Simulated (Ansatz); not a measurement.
SnCl under strains and displacements

The calculation used DFT PBEsol, scalar-relativistic, plane waves, PAW in Ansatz.

Cutoff 420 eV; k points 15×15×4 on the computed 4-atom cell (Γ-centred); Gaussian smearing, width 0.10 eV; no spin polarisation.

Reference cell:

```xyz
4
Lattice="3.4975 0.0000 0.0000 -1.7488 3.0290 0.0000 0.0000 0.0000 10.0622" Properties=species:S:1:pos:R:3 pbc="T T T"
Sn    0.0000    2.0193    3.2250
Sn    1.7488    1.0097    8.2561
Cl    0.0000    2.0193    0.5483
Cl    1.7488    1.0097    5.5794
```

Each variant moves atoms of this cell by the vectors given, if any (Å), and then applies a symmetric strain (tensor components, Cartesian axes). The reference cell isn't relaxed at this level. Energies are per atom at zero smearing, counted from the lowest variant. Pressure is positive in compression.

1. strain (xx yy zz yz xz xy, %) -0.41 -0.41 -9.41 0.00 0.00 0.00; moves: Sn1 (0.000, 0.000, -0.150); Sn2 (0.000, 0.000, -0.150); Cl3 (0.000, 0.000, 0.150); Cl4 (0.000, 0.000, 0.150)
2. strain (xx yy zz yz xz xy, %) 5.45 5.45 -0.55 0.00 0.00 0.00; moves: Sn1 (0.000, 0.000, 0.150); Sn2 (0.000, 0.000, 0.150); Cl3 (0.000, 0.000, -0.150); Cl4 (0.000, 0.000, -0.150)
3. strain (xx yy zz yz xz xy, %) -3.87 -3.87 -0.87 0.00 0.00 0.00; moves: Sn1 (0.000, 0.000, 0.150); Sn2 (0.000, 0.000, 0.150); Cl3 (0.000, 0.000, -0.150); Cl4 (0.000, 0.000, -0.150)
4. strain (xx yy zz yz xz xy, %) -0.08 -0.08 -1.58 0.00 0.00 0.00; moves: Sn1 (0.000, 0.000, -0.030); Sn2 (0.000, 0.000, -0.030); Cl3 (0.000, 0.000, 0.030); Cl4 (0.000, 0.000, 0.030)

```
variant  ΔE (meV/atom) P (GPa) largest force (eV/Å) space group
      1          374.9    13.92                  4.32       P6_3mc
      2           92.1    -3.52                  0.23       P6_3mc
      3           17.1     1.99                  0.47       P6_3mc
      4            0.0    -1.53                  0.00       P6_3mc
```